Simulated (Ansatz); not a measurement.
The start is a relaxed Be cell deformed by the Cartesian strain tensor (xx, yy, zz, yz, xz, xy) = (0.047, 0.011, -0.038, 0.033, -0.085, 0.069). The structure is fully relaxed (lattice and positions, P = 0) with r2SCAN (plane waves to 500 eV, PAW, scalar-relativistic; Ansatz, an electronic-structure program).

Ansatz input:
Ansatz 0.2 input:
```yaml
crystal:
  lattice:
    - [2.3700788448, 0.155062465, -0.1924132777]
    - [-1.0507513885, 1.9044425229, 0.1609001442]
    - [-0.3029275653, 0.1176071724, 3.4284272686]
  atoms:
    - { symbol: Be, position: [0.3333333333, 0.6666666667, 0.75] }
    - { symbol: Be, position: [0.6666666667, 0.3333333333, 0.25] }
basis: { ecutwfc: 500, ecutrho_ratio: 4, xc_grid: 4, fft_grid_basis: typed }
kpoints: { mp_grid: { grid: [21, 23, 14] } }
hamiltonian:
  xc: r2scan
  dispersion: none
  pseudopotentials: { kind: paw }
scf: { occupations: { method: fermi_dirac, width: 0.05 } }
relax: { f_tol: 0.01, max_steps: 100, cell: { stress_tol: 0.02 } }
output: { forces: true, stress: true }
```

```yaml
initial_pressure: "+5.8 GPa (positive: the cell is compressed)"
largest_initial_force: 0.77 eV/Å, on Be1, Be2 (atoms numbered as listed)
energy_released: 0.25 eV/atom
Shortest distances (start → end): "The closest pairs of elements (up to four, under 3.6 Å), start → end: Be–Be 1.95 → 2.21 Å"
optimiser_moves: 6
```

It ends as:

```cif
data_Be2
_chemical_formula_sum 'Be2'
_space_group_name_H-M_alt 'P63/mmc'
_space_group_IT_number 194
_space_group_name_Hall '-P 6c 2c'
_cell_length_a 2.26111
_cell_length_b 2.26111
_cell_length_c 3.56797
_cell_angle_alpha 90.000
_cell_angle_beta 90.000
_cell_angle_gamma 120.000
loop_
_atom_site_label
_atom_site_type_symbol
_atom_site_symmetry_multiplicity
_atom_site_Wyckoff_symbol
_atom_site_fract_x
_atom_site_fract_y
_atom_site_fract_z
_atom_site_occupancy
Be1 Be 2 c 0.33333 0.66667 0.25000 1
```

No spin polarisation in the result.

The run could not lose the symmetry of its start.
